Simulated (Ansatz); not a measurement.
## Structures of Na2Cd: which is lowest?

Plane-wave DFT in Ansatz with scalar-relativistic PAW potentials, cutoff 420 eV, Γ-centred meshes chosen by cell and gap, Gaussian smearing with energies taken to zero width. Every cell was relaxed (cell and atoms) in a run of its own, within the symmetry of its start. Functional: PBE.

Relaxed structures (starts from databases or built by putting these elements on another compound's sites):
A. Fd-3m, 6 atoms in the computed cell, a = 9.008 Å; sites (symmetry × multiplicity) Na .-3m × 16, Cd -43m × 8; start: built
B. P4_2/mnm, 6 atoms in the computed cell, a = 8.284 Å, c = 3.241 Å; sites (symmetry × multiplicity) Na m.2m × 4, Cd m.mm × 2; start: built

Task: Rank them by energy. Could pressure change the order?

Result:
```csv
structure,group,E − E(lowest) (meV/atom),V (Å³/atom),gap on mesh (eV)
B,P4_2/mnm,0.0,37.06,0.00
A,Fd-3m,30,30.45,0.00
```

B is lowest, 30 meV/atom under A. A is denser by 6.61 Å³/atom, so pressure favours it: ΔE/ΔV, with ΔE in eV and 1 eV/Å³ = 160.2 GPa, gives about 0.7 GPa for equal enthalpy if both cells were rigid, a rough figure since the two compress differently. Other structures may lie lower than all of these, and vibrations aren't counted.